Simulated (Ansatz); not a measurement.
**Y: from a first guess to the relaxed hcp type**

First guess:

```xyz
2
Lattice="3.3723 0.0000 0.0000 -1.6862 2.9205 0.0000 0.0000 0.0000 5.4631" Properties=species:S:1:pos:R:3 pbc="T T T"
Y     0.0000    1.9470    1.3658
Y     1.6862    0.9735    4.0974
```

Level of theory: Ansatz 0.2.0, DFT, PBE, PAW with Ansatz's default frozen-core files, scalar-relativistic.

Cell and atoms relax within the symmetry of the start on a 14×14×8 k mesh with 0.08 eV Fermi–Dirac smearing.

The start is built from a prototype, known or not as a phase of this compound; the cutoff is 420 eV.

Question: What is the pressure of the first guess?

Answer: 10.73 GPa.

Question: What does it relax to?

Answer: a = 3.653 Å, b = 3.653 Å, c = 5.695 Å, α = 90.00°, β = 90.00°, γ = 120.00° (conventional cell), 32.91 Å³ per atom:
```cif
data_structure
_symmetry_space_group_name_H-M 'P6_3/mmc'
_symmetry_Int_Tables_number 194
_cell_length_a 3.6534
_cell_length_b 3.6534
_cell_length_c 5.6948
_cell_angle_alpha 90.000
_cell_angle_beta 90.000
_cell_angle_gamma 120.000
_cell_volume 65.83
loop_
_atom_site_label
_atom_site_type_symbol
_atom_site_symmetry_multiplicity
_atom_site_Wyckoff_symbol
_atom_site_fract_x
_atom_site_fract_y
_atom_site_fract_z
_atom_site_occupancy
Y1 Y 2 c 0.33333 0.66667 0.25000 1
```

Question: How much energy does the relaxation release?

Answer: 182 meV/atom.
